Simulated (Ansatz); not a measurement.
PbSe (rock salt)

```yaml
crystal:
  lattice:
    - [0.00000, 3.10888, 3.10888]
    - [3.10888, 0.00000, 3.10888]
    - [3.10888, 3.10888, 0.00000]
  atoms:
    - { symbol: Se, position: [0.00000, 0.00000, 0.00000] }
    - { symbol: Pb, position: [0.50000, 0.50000, 0.50000] }
```

The slice is a {100} plane (indices of the conventional cell) through the point (0.500, 0.500, 0.500) (fractional), spanned by u = [100] and v = [0 1 -1] in vectors of this cell: u (4.40 Å) and v (4.40 Å, at 90° to u). It covers one period; positions are fractions (u, v).

Computed with PBE (plane waves to 420 eV, PAW, scalar-relativistic; Ansatz, a program for electronic structure). k mesh 9×9×9. Inside the PAW spheres the values are not all-electron values, and peaks at nuclei hang on which shells count as valence. PbSe was relaxed with its symmetry unable to fall. Spin-orbit coupling is left out, though Pb is heavy.

Three fields on this plane, each scaled to ten steps between its own extremes (0 low, 9 high; the total valence density on a logarithmic scale, the potential cut 8 eV below its top; x marks points blanked near nuclei; v = 0 in the bottom row):

Map A
```
|xxxxxxx432100000001234xxxxxx|
|xxxxxxx432100000001234xxxxxx|
|xxxxxx43211112221111234xxxxx|
|xxxxx4322122344432212234xxxx|
|xxxx443222356777653222344xxx|
|xxx43322346788888764322334xx|
|4443222346899999998643222344|
|333222346899xxxxx99864322233|
|22211246899xxxxxxx9986421122|
|1111236899xxxxxxxxx998632111|
|000125799xxxxxxxxxxx99752100|
|00013689xxxxxxxxxxxxx9863100|
|00024789xxxxxxxxxxxxx9874200|
|00024789xxxxxxxxxxxxx9874200|
|00024789xxxxxxxxxxxxx9874200|
|00013689xxxxxxxxxxxxx9863100|
|000125799xxxxxxxxxxx99752100|
|1111236899xxxxxxxxx998632111|
|22211246899xxxxxxx9986421122|
|333222346899xxxxx99864322233|
|4443222346899999998643222344|
|xxx43322346788888764322334xx|
|xxxx443222356777653222344xxx|
|xxxxx4322122344432212234xxxx|
|xxxxxx43211112221111234xxxxx|
|xxxxxxx432100000001234xxxxxx|
|xxxxxxx432100000001234xxxxxx|
|xxxxxxx432100000001234xxxxxx|
```

Map B
```
|xxxxxxx014789999987410xxxxxx|
|xxxxxxx025789999987520xxxxxx|
|xxxxxx00367899999876300xxxxx|
|xxxxx0014688999998864100xxxx|
|xxxx000357888888888753000xxx|
|xxx00035677766666777653000xx|
|0000135666543212345666531000|
|112345666520xxxxx02566654321|
|44566776510xxxxxxx0156776654|
|7777887520xxxxxxxxx025788777|
|888888740xxxxxxxxxxx04788888|
|99999863xxxxxxxxxxxxx3689999|
|99999862xxxxxxxxxxxxx2689999|
|99999861xxxxxxxxxxxxx1689999|
|99999862xxxxxxxxxxxxx2689999|
|99999863xxxxxxxxxxxxx3689999|
|888888740xxxxxxxxxxx04788888|
|7777887520xxxxxxxxx025788777|
|44566776510xxxxxxx0156776654|
|112345666520xxxxx02566654321|
|0000135666543212345666531000|
|xxx00035677766666777653000xx|
|xxxx000357888888888753000xxx|
|xxxxx0014688999998864100xxxx|
|xxxxxx00367899999876300xxxxx|
|xxxxxxx025789999987520xxxxxx|
|xxxxxxx014789999987410xxxxxx|
|xxxxxxx014789999987410xxxxxx|
```

Map C
```
|xxxxxxx864210000012468xxxxxx|
|xxxxxxx754211000112457xxxxxx|
|xxxxxx97543222122234579xxxxx|
|xxxxx9865433333333345689xxxx|
|xxxx987554444444444455789xxx|
|xxx98765555566666555556789xx|
|8877655556677888776655556778|
|665555556788xxxxx88765555556|
|44444456789xxxxxxx9876544444|
|2223345689xxxxxxxxx986543322|
|111234578xxxxxxxxxxx87543211|
|00123467xxxxxxxxxxxxx7643210|
|00023468xxxxxxxxxxxxx8643200|
|00013468xxxxxxxxxxxxx8643100|
|00023468xxxxxxxxxxxxx8643200|
|00123467xxxxxxxxxxxxx7643210|
|111234578xxxxxxxxxxx87543211|
|2223345689xxxxxxxxx986543322|
|44444456789xxxxxxx9876544444|
|665555556788xxxxx88765555556|
|8877655556677888776655556778|
|xxx98765555566666555556789xx|
|xxxx987554444444444455789xxx|
|xxxxx9865433333333345689xxxx|
|xxxxxx97543222122234579xxxxx|
|xxxxxxx754211000112457xxxxxx|
|xxxxxxx864210000012468xxxxxx|
|xxxxxxx864210000012468xxxxxx|
```

Q: Assign the maps to these fields: electron localisation function (ELF); valence electron density; electrostatic potential energy of an electron, from the cell's mean.

A: A is the electron localisation function (ELF); B is the electrostatic potential energy of an electron, from the cell's mean; C is the valence electron density.
